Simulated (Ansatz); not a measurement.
Harmonic vibrational thermodynamics of Na (bcc (W type), space group No. 229) at fixed volume, the program Ansatz at the PBEsol level (PAW). The rows extrapolate the 0 K crystal and know nothing of melting or changes of phase.

```csv
T (K),F_vib (meV/atom),S (J/K per mol of atoms),C_V (J/K per mol of atoms)
50,14.5,9.9,15.1
100,5.8,22.9,21.6
200,-27.1,38.9,24.0
300,?,48.8,?
400,?,55.9,?
600,-254.3,65.9,24.8
800,?,?,24.9
1000,-556.2,78.6,24.9
```

Task: Complete the blanks.

Result: 
- 400, F_vib (meV/atom): -127.4
- 400, C_V (J/K per mol of atoms): 24.7
- 800, S (J/K per mol of atoms): 73.1
- 800, F_vib (meV/atom): -398.7
- 300, C_V (J/K per mol of atoms): 24.5
- 300, F_vib (meV/atom): -72.9

Space group Im-3m (bcc (W type)). Symmetry was held in the PBEsol relaxation; phonons on a q-mesh show no instability.

Potentials: the earlier of the program's two PAW sets.
